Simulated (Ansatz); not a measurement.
Space group P6/mmm (No. 191). a = 5.362 Å, b = 5.362 Å, c = 4.355 Å, α = 90.00°, β = 90.00°, γ = 120.00°
```
atom site symmetry x y z
  Sr    1a     6/mmm  0.0000  0.0000  0.0000
  Pd    2c      -6m2  0.3333  0.6667  0.0000
  Pd    3g mmm  0.5000  0.0000  0.5000
```

Equation of state of this SrPd5 structure (not necessarily the ground state), with shape and atoms relaxed at each volume where symmetry leaves them free. It has no gap at any of these volumes. These are results of DFT PBEsol, scalar-relativistic, plane waves, PAW (Ansatz 0.2.0), not measurements.

Plane waves to 420 eV, a k mesh through Γ of 12×12×8 on the computed 6-atom cell and Gaussian smearing (0.10 eV); no spin polarisation.

```tsv
V (Å³/atom)	E − E(largest V) (meV/atom)	P (GPa)
16.989	6.38	9.33
17.531	-16.25	4.24
18.073	-23.15	0.01
18.616	-16.99	-3.50
19.158	0.00	-6.41
```

Question: Fit a third-order Birch–Murnaghan equation to E(V).

Answer: V0 = 18.07 Å³/atom, B0 = 128 GPa, B0' = 5.2.

Cost: 5 runs of about 10 core-minutes in all, on Arm Neoverse V1 (shared hosts).